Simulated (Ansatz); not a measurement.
# Mo (bcc, W type), energy over volume and axial ratio

Mo (bcc, W type), conventional cell a = 3.161 Å, b = 3.161 Å, c = 3.161 Å, α = 90.00°, β = 90.00°, γ = 90.00°. The calculation uses the primitive cell of 1 atom, to which meshes and values per cell refer.

The relaxed cell is deformed in two ways at once: its volume V is scaled, and at that volume it is stretched along z (the c axis of the conventional cell) so that c/a changes. Fractional atomic positions are held.

These are PBE (plane waves to 420 eV, PAW, scalar-relativistic; Ansatz, a first-principles code) values and carry that method's errors. k mesh 21×21×21 (Γ-centred), Fermi-Dirac smearing 0.05 eV. The energy includes the smearing's −TS. Compression counts positive. With partly filled bands, the response to shear is sensitive to the k mesh, so small differences along c/a are uncertain. Mo is run without spin polarisation. Mo was relaxed with its symmetry unable to fall. The PAW data are Ansatz's earlier set. The zero of ΔE is the relaxed starting cell.

ΔE (kJ/mol of atoms), with V/V₀ across and (c/a)/(c/a)₀ down:

```csv
(c/a)/(c/a)₀ \ V/V₀,0.920,0.947,0.973,1.000,1.027,1.053,1.080
0.880,25.7,20.0,16.5,15.0,15.3,17.2,20.3
0.920,16.6,11.0,7.8,6.6,7.2,9.3,12.8
0.960,10.9,5.6,2.5,1.6,2.3,4.6,8.3
1.000,9.1,3.9,0.9,0.0,0.8,3.2,6.9
1.040,10.7,5.4,2.4,1.4,2.2,4.5,8.1
1.080,15.0,9.6,6.4,5.3,6.0,8.1,11.6
1.120,21.2,15.6,12.3,11.0,11.5,13.5,16.8
```

P (GPa), with V/V₀ across and (c/a)/(c/a)₀ down:

```tsv
(c/a)/(c/a)₀ \ V/V₀	0.920	0.947	0.973	1.000	1.027	1.053	1.080
0.880	27.7	18.0	9.6	2.1	-4.3	-10.0	-14.9
0.920	26.8	17.1	8.5	1.0	-5.5	-11.1	-16.1
0.960	26.2	16.3	7.7	0.2	-6.2	-11.9	-16.7
1.000	25.8	16.0	7.4	0.0	-6.5	-12.1	-16.9
1.040	26.1	16.2	7.7	0.2	-6.3	-11.9	-16.8
1.080	26.5	16.7	8.2	0.8	-5.7	-11.3	-16.2
1.120	27.2	17.4	8.9	1.5	-5.0	-10.7	-15.6
```

Summary:

```
Quantity                                                                                           Value
-----------------------------------------------------  -------------------------------------------------
Shear modulus C′ = (C11 − C12)/2 (fit, atoms clamped)                                            150 GPa
Lowest place on the grid                                 V/V₀ = 1.000, (c/a)/(c/a)₀ = 1.000 (0 meV/atom)
Highest place on the grid                              V/V₀ = 0.920, (c/a)/(c/a)₀ = 0.880 (267 meV/atom)
```

(Under strain, the slope of the energy per volume gives the stress and its curvature an elastic modulus.)
